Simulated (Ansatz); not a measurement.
Relaxed-ion elastic tensor of CdF₂ (fluorite, space group No. 225) in GPa (Voigt order), plane-wave PAW r²SCAN (Ansatz code); density 6.37 g/cm³, 13.06 Å³ per atom.

```
 190  74.1  74.1   0.0   0.0   0.0
74.1   190  74.1   0.0   0.0   0.0
74.1  74.1   190   0.0   0.0   0.0
 0.0   0.0   0.0  23.8   0.0   0.0
 0.0   0.0   0.0   0.0  23.8   0.0
 0.0   0.0   0.0   0.0   0.0  23.8
```

Is the crystal mechanically stable?

Yes: the smallest eigenvalue of C is 23.8 GPa.

Work out the Voigt, Reuss and Hill averages.

K_V = 113, K_R = 113, K_H = 113; G_V = 37.5, G_R = 31.2, G_H = 34.4 GPa.

Give Young's modulus, Poisson's ratio, Pugh's ratio and the universal anisotropy index.

E = 9KG/(3K + G) = 93.6 GPa; ν = 0.36; K/G = 3.28 (ductile by the Pugh limit of 1.75); A_U = 5G_V/G_R + K_V/K_R − 6 = 1.01.

Estimate the sound speeds and the Debye temperature.

v_l = √((K + 4G/3)/ρ) = 4990 m/s, v_t = √(G/ρ) = 2320 m/s, mean 2610 m/s; Θ = (h/k)(3n/4πV)^(1/3) v_m = 331 K.

Give the Zener ratio and Young's modulus along [100], [110] and [111].

A = 2C44/(C11 − C12) = 0.41; 1/E = S11 − 2(S11 − S12 − S44/2)Γ with Γ = 0, 1/4, 1/3 gives 149, 77.5, 66.8 GPa.

Solve the Christoffel equation for the three sound speeds along [100], [110], [111].

Eigenvalues of C_ijkl n_j n_l equal ρv². In km/s, slowest first: [100] 1.93, 1.93, 5.46; [110] 1.93, 3.02, 4.95; [111] 2.71, 2.71, 4.76.

Space group Fm-3m (fluorite). The cell was relaxed with r²SCAN under the symmetry of its start.

Potentials: the earlier of the program's two PAW sets. The files were generated under PBE; for other functionals the program regenerates the frozen cores, and for LDA and PBEsol the local potential too.
